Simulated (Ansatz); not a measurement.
# Pt2Ge: energy along a strain

Pt2Ge, P-62m, a = 6.761 Å, c = 3.459 Å. The structure is a Materials Project entry; whether it is the stable form wasn't checked. Ansatz: PBEsol, PAW, 420 eV, Γ-centred 6×6×12 mesh on 9 atoms, Gaussian smearing 0.15 eV; no spin polarisation. Cell vectors (Å): 6.761 0.000 0.000; -3.380 5.855 0.000; 0.000 0.000 3.459. The cell is strained by x per cent times the pattern (1 1 0 0 0 0) in the order xx yy zz yz xz xy (engineering shears), with fractional coordinates held. y is the free energy over the start, V0 = 15.212 Å³/atom. Points with a strain past 8.5 % were computed too (5) and aren't used here.

| x (%) | y (meV/atom) |
| --- | --- |
| -7.50 | ? |
| -3.75 | 80.20 |
| 0.00 | 0.00 |
| 3.75 | 63.03 |
| 7.50 | 220.88 |

Task: Fit y = c2 x² + c3 x³ to the other rows, get the stiffness along the pattern, and predict the missing energy.

Result: Least squares on the rows shown. y = 5.1034 x² − 0.15706 x³. The clamped-ion stiffness p·C·p = 2 × 51.03 eV × 160.2 / 15.212 Å³ = 1075 GPa. At x = -7.50 the fit asked for gives 353.33 meV/atom. The run gave 368.78 meV/atom, so the fit is 15.45 meV/atom too low, 4.2 % of the span of the series, against an rms of 0.28 meV/atom on the fitted rows. The row lies outside the fitted range. With a term in x⁴ added, a fit to the same known rows (none to spare) predicts 358.24 meV/atom, which recovers part of the miss; the known rows don't hold the rest.

Spin–orbit coupling is left out, which can shift energies with elements as heavy as these.

Cost: 10 runs of about 8.3 core-minutes in all, on Intel Xeon Processor @ 2.70GHz (shared hosts).